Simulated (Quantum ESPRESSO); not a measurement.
## Ag3Zr3Hf2 (a curve over one atom's position)

Computed values, not a measurement. The program is pw.x of Quantum ESPRESSO 7.5 (plane-wave density functional theory). The cell is made up: eight metal atoms on a hexagonal close-packed lattice, with elements, volume, strain and displacements drawn at random and not relaxed, so it may be unstable or far from any real phase. PseudoDojo standard norm-conserving files set the functional (PBE unless stated); there is no spin polarisation or spin-orbit coupling, the Fermi-Dirac width of 0.25 eV means electrons at about 2900 K, and the masses in the input are unused placeholders. Heavy elements are run without spin-orbit coupling, which real alloys of them have. A spin test at this wide smearing found no moment, but such smearing suppresses magnetism that the real alloy may have.

Seven runs move atom 4 (Zr, counted in the order of the input) along y and keep all else fixed.

Input of the run at -0.0128:

```
&control calculation='scf', pseudo_dir='./dojo.nc.sr.pbe.v0_5.standard.upf', outdir='./o', disk_io='minimal', tprnfor=.true., tstress=.true. /
&system ibrav=0, nat=8, ntyp=3, nbnd=73, ecutwfc=82.02448710, nosym=.true., tot_charge=0,
 occupations='smearing', smearing='fd', degauss=0.0183746611
/
&electrons conv_thr=1.470e-08, electron_maxstep=70, mixing_beta=0.5 /
ATOMIC_SPECIES
Ag 1.0 Ag.upf
Hf 1.0 Hf.upf
Zr 1.0 Zr.upf
CELL_PARAMETERS angstrom
3.1708 -0.0026 5.1481
3.1945 0.0289 -5.1628
-3.1599 5.4626 -0.0096
ATOMIC_POSITIONS angstrom
Ag 0.0165 0.0148 0.1546
Zr -1.5982 2.7307 -0.0426
Ag 3.2452 1.7936 -2.671
Zr 1.6359 4.6209 -2.6485
Ag 3.1198 -0.0374 -0.006
Zr 1.5906 2.8043 0.0272
Hf 3.0624 1.9136 2.6856
Hf 1.5751 4.5313 2.6532
K_POINTS automatic
5 5 4 1 1 1
```

| shift of atom 4 along y (Å) | free energy less that of the input shown (eV) | Fx on atom 4 (eV/Å) | Fy on atom 4 (eV/Å) | Fz on atom 4 (eV/Å) | pressure (GPa) | iterations |
| --- | --- | --- | --- | --- | --- | --- |
| -0.1110 | 0.0130 | 0.028 | 0.308 | 0.322 | -5.35 | 17 |
| -0.0739 | 0.0041 | 0.019 | 0.174 | 0.329 | -5.39 | 17 |
| -0.0128 | 0.0000 | 0.007 | -0.041 | 0.342 | -5.42 | 17 |
| +0.0481 | 0.0090 | -0.004 | -0.256 | 0.356 | -5.40 | 17 |
| +0.0669 | 0.0145 | -0.007 | -0.324 | 0.361 | -5.39 | 17 |
| +0.1069 | 0.0304 | -0.012 | -0.471 | 0.372 | -5.34 | 17 |

Question: one run is left out of the table, at +0.0923. Estimate its Fy on atom 4 (eV/Å).

Answer: -0.417. The whole row:

| shift of atom 4 along y (Å) | free energy less that of the input shown (eV) | Fx on atom 4 (eV/Å) | Fy on atom 4 (eV/Å) | Fz on atom 4 (eV/Å) | pressure (GPa) | iterations |
| --- | --- | --- | --- | --- | --- | --- |
| +0.0923 | 0.0239 | -0.010 | -0.417 | 0.368 | -5.36 | 17 |

A cubic fit gives dFy/dy = -3.51 eV/Å² at zero shift. Across the table the energy follows minus the integral of the force to 0.1 meV. A rerun of one of the cells at a higher cutoff and on a denser mesh moved values by no more than 0.004 eV in energy, 0.06 GPa in stress and 0.003 eV/Å in force, and a second program with other atomic files agreed on that cell to 2 % rms in force and 0.5 GPa in pressure.